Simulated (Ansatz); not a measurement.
**ScSi, one cell by several methods**

```xyz
4
Lattice="1.9970 -4.9535 0.0000 1.9970 4.9535 0.0000 0.0000 0.0000 3.6674" Properties=species:S:1:pos:R:3 pbc="T T T"
Sc    1.9970    3.5744    2.7506
Sc    1.9970   -3.5744    0.9169
Si    1.9970    0.7981    2.7506
Si    1.9970   -0.7981    0.9169
```

Atoms are numbered in the order listed.

The cell is the one relaxed in the Materials Project (mp-9969), not relaxed further here; entries there can be hypothetical.

Methods: DFT, LDA, PAW with Ansatz's default frozen-core files, scalar-relativistic (Ansatz 0.2.0); DFT, LDA, all-electron PAW with datasets made for the crystal, scalar-relativistic (Ansatz 0.2.0); DFT, LDA, all-electron LAPW, scalar-relativistic (Ansatz 0.2.0).

For PAW: a Γ-centred 9×9×9 k mesh, Fermi–Dirac smearing of 0.03 eV, cutoff 420 eV, no spin polarisation; the PAW files were made with PBE, and the program remakes their frozen cores for this functional. The crystal-made all-electron datasets (AE datasets) take a cutoff of 220 eV at this cell. LAPW targets a basis error of 1 meV/atom. The Ansatz runs share mesh, smearing and spin set-up. Plane-wave (PAW) pressures include the program's estimate of the Pulay term.

Stress and pressure are positive in compression.

In a metal, gradients converge slowly with the k mesh: the values move by tens of per cent from one mesh to another, at times in sign, so only the comparison on one mesh counts.

Levels count from the Fermi level.

| quantity | PAW | AE datasets | LAPW |
| --- | --- | --- | --- |
| pressure (GPa) | -5.65 | -5.65 | -5.65 |
| stress xx (GPa) | -5.89 | -5.89 | -5.89 |
| stress yy (GPa) | -5.41 | -5.42 | -5.42 |
| stress zz (GPa) | -5.64 | -5.64 | -5.64 |
| force on Sc1, y (eV/Å) | 0.056 | 0.055 | 0.055 |
| force on Si3, y (eV/Å) | 0.084 | 0.082 | 0.082 |
| highest filled level at Σ0 (eV) | -1.843 | -1.844 | -1.844 |
| lowest empty level at Σ0 (eV) | 0.432 | 0.431 | 0.431 |
| highest filled level at Γ (eV) | -1.156 | -1.155 | -1.155 |
| lowest empty level at Γ (eV) | 0.041 | 0.042 | 0.042 |
| highest filled level at C0 (eV) | -1.843 | -1.844 | -1.844 |
| lowest empty level at C0 (eV) | 0.432 | 0.431 | 0.431 |
| field gradient Vzz at Sc1 (10²¹ V/m²) | 0.79 | 0.80 | – |
| field gradient Vzz at Si3 (10²¹ V/m²) | -2.09 | -2.12 | – |

PAW's pressure differs from the LAPW value by about 0.01 GPa or less. Datasets made for the crystal and LAPW share parts of one code, so their agreement isn't an independent check.
